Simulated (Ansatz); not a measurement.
Starting cell, InAs (zinc blende):

```yaml
crystal:
  lattice:
    - [0.00000, 6.18632, 6.18632]
    - [3.09316, 3.09316, 6.18632]
    - [3.09316, 3.09316, 0.00000]
  atoms:
    - { symbol: As, position: [0.00000, 0.75000, 0.75000] }
    - { symbol: As, position: [0.50000, 0.75000, 0.75000] }
    - { symbol: In, position: [0.00000, 0.00000, 0.00000] }
    - { symbol: In, position: [0.50000, 0.00000, 0.00000] }
```

The atoms are displaced by Q × the pattern below (from a DFPT mode at X = (0.5, 0.5, 0.0), largest move 1; Q in Å), at fixed cell. It is one choice among 2 degenerate patterns. (q is in reciprocal vectors of the primitive cell; the cell shown is doubled to hold the pattern.)

| atom | x | y | z |
|---|---|---|---|
| As1 | 0.000 | 1.000 | 0.000 |
| As2 | 0.000 | -1.000 | 0.000 |
| In3 | -0.514 | 0.000 | 0.000 |
| In4 | 0.514 | 0.000 | 0.000 |

Level of theory: PBE (plane waves to 420 eV, PAW, scalar-relativistic; Ansatz, a quantum-chemistry and plane-wave program). k mesh 9×9×9 (Γ-centred), Fermi-Dirac smearing 0.05 eV. Energies are smeared free energies. With partly filled bands, energies and forces of such displacements shift with the k mesh and the smearing. At this level the bands of InAs touch or barely overlap; measurements give the solid a gap. InAs was relaxed with its symmetry unable to fall. The zero of ΔE is the undisplaced structure. The last digit holds for this mesh only.

| Q (Å) | ΔE (meV/cell) |
|---|---|
| -0.180 | 497.6 |
| -0.150 | 344.7 |
| -0.120 | withheld |
| -0.090 | 123.6 |
| -0.060 | 54.9 |
| -0.030 | 13.7 |
| 0.000 | 0.0 |
| 0.030 | 13.7 |
| 0.060 | 54.9 |
| 0.090 | 123.6 |
| 0.120 | withheld |
| 0.150 | 344.7 |
| 0.180 | 497.6 |

Q: Fit an even polynomial form (powers 2, 4) to the given rows and predict ΔE at Q = -0.120.

A: Least squares on the 11 given rows: ΔE = (15230)·Q² + (3936)·Q⁴, in meV/cell with Q in Å; root-mean-square residual 0.02 meV/cell. At -0.120 the fit gives 220.1 meV/cell; the calculation gives 220.1 meV/cell, the same to the digits shown. The quadratic term alone would give 219.3 meV/cell.

(A displaced cell: forces are minus the slopes of the energy, force constants its curvatures, and phonons follow from these.)
